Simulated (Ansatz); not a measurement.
CaZnC2O6:
```
CELL_PARAMETERS angstrom
      2.40595     1.38908     5.33865
     -2.40595     1.38908     5.33865
      0.00000    -2.77815     5.33865
ATOMIC_POSITIONS crystal
  Ca 0.00000 0.00000 0.00000
  Zn 0.50000 0.50000 0.50000
  C  0.75767 0.75767 0.75767
  C  0.24233 0.24233 0.24233
  O  0.72847 0.03626 0.50407
  O  0.27153 0.96374 0.49593
  O  0.03626 0.50407 0.72847
  O  0.96374 0.49593 0.27153
  O  0.50407 0.72847 0.03626
  O  0.49593 0.27153 0.96374
```

Relaxed with r²SCAN.

Question: Map the electron localisation function on the plane through (0.000, 0.000, 0.000) spanned by u = [1, -1, 0] and v = [1, 1, -1] in lattice vectors, from r²SCAN in the plane-wave PAW code Ansatz.

Answer: x is the fraction of u, y of v (the angle between them is 90°; rows are the nearest grid lines); atoms in the plane: Ca at (0.00, 0.00), Zn at (0.00, 0.50), O at (0.77, 0.27), O at (0.23, 0.73).
```
|8899840000000000000489988|
|9999720000001344310169999|
|9997300000013566530038999|
|4210134311135666653100244|
|0158999865457776432100000|
|1589999887644665311000001|
|2689842589810145311000002|
|1589976788744798766531001|
|0126999864346888888741000|
|1112477642125788888621111|
|0001111000002567774111000|
|0000110000000012211110000|
|0000111122100000000110000|
|0001114777652000001111000|
|1111268888875212467742111|
|0001478888886434689996210|
|1001356678974478876799851|
|2000001135410189852489862|
|1000001135664467889999851|
|0000012346777545689998510|
|4420013566665311134310124|
|9998300356653100000037999|
|9999610134431000000279999|
|8899840000000000000489988|
```
Scale: ten equal steps from 0.000 (start of '0') to 0.876 (end of '9'), in the order '0123456789'; x runs from 0.000 to 1.00, y from 0.000 (bottom) to 1.00 (top).

The density is the valence pseudo-density with augmentation charge, so density and ELF within about 1 Å of a nucleus are not all-electron values.

Space group R-3. The first step of the workflow began from a Materials Project structure, measured or hypothetical; the Crystallography Open Database copy checked does not list it. Whether it is the stable phase at ambient conditions was not checked. The cell was relaxed with r²SCAN under the symmetry of its start; whether a distortion lowers the energy is not shown.

Potentials: the later of the program's two PAW sets.
